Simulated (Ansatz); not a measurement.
Input and command of a plane-wave DFT calculation in Ansatz:

```yaml
crystal:
  lattice:
    - [7.5434048785, 0.0, 0.0]
    - [-3.7717024393, 6.5327802559, 0.0]
    - [0.0, 0.0, 20.5608116858]
  atoms:
    - { symbol: Se, position: [0.3333333333, 0.1666666667, 0.3890896975] }
    - { symbol: Se, position: [0.3333333333, 0.6666666667, 0.3890896975] }
    - { symbol: Se, position: [0.8333333333, 0.1666666667, 0.3890896975] }
    - { symbol: Se, position: [0.8333333333, 0.6666666667, 0.3890896975] }
    - { symbol: Pt, position: [-0.0004112834, -0.0006131058, 0.4518940832] }
    - { symbol: Pt, position: [-0.0004324221, 0.5005141915, 0.4517890697] }
    - { symbol: Pt, position: [0.4999981947, -0.0002093766, 0.4516435986] }
    - { symbol: Pt, position: [0.50053961, 0.5005125844, 0.4516345951] }
    - { symbol: Se, position: [0.1671385801, 0.3335737624, 0.5136104976] }
    - { symbol: Se, position: [0.167241631, 0.8334757341, 0.5143109839] }
    - { symbol: Se, position: [0.666387354, 0.33319909, 0.5145002286] }
    - { symbol: Se, position: [0.6660217711, 0.8332198038, 0.5145077625] }
    - { symbol: O, position: [1.2718310826, 1.2104358282, 0.6647317058] }
    - { symbol: C, position: [1.114221534, 1.0248660951, 0.6800615021] }
    - { symbol: O, position: [0.9533845638, 0.9349775821, 0.6509694372] }
    - { symbol: H, position: [1.2319634619, 1.258343695, 0.6254705606] }
    - { symbol: H, position: [1.1536321978, 0.9652450073, 0.7236059027] }
basis:
  ecutwfc: 420
kpoints:
  mp_grid: { grid: [3, 3, 1] }
hamiltonian:
  xc: pbe
  dispersion: d3bj
scf:
  occupations: { method: gaussian, width: 0.1 }
output:
  forces: true
  eigenvalues: true
  write_density: true
  volumetric_format: npy
efield:
  axis: 3
  dipole_correction: true
  ramp_width: 0.04
```

```bash
ansatz run input.yaml --threads 4 --pin off --max-ram 10240MiB --backend cpu --events-out ev --progress --plain --runs-dir out
```

Processor: Intel(R) Xeon(R) Platinum 8259CL CPU @ 2.50GHz (Skylake/Cascade Lake), 4 threads, on a host shared with other jobs.

How long does it run, and how much memory does it take?

About 23 s on 4 threads of Intel(R) Xeon(R) Platinum 8259CL CPU @ 2.50GHz (Skylake/Cascade Lake) (shared host), peak memory 2.8 GiB. It solves 131 bands at 5 k points (the mesh reduced by symmetry) with about 19833 plane waves, in 10 SCF iterations.
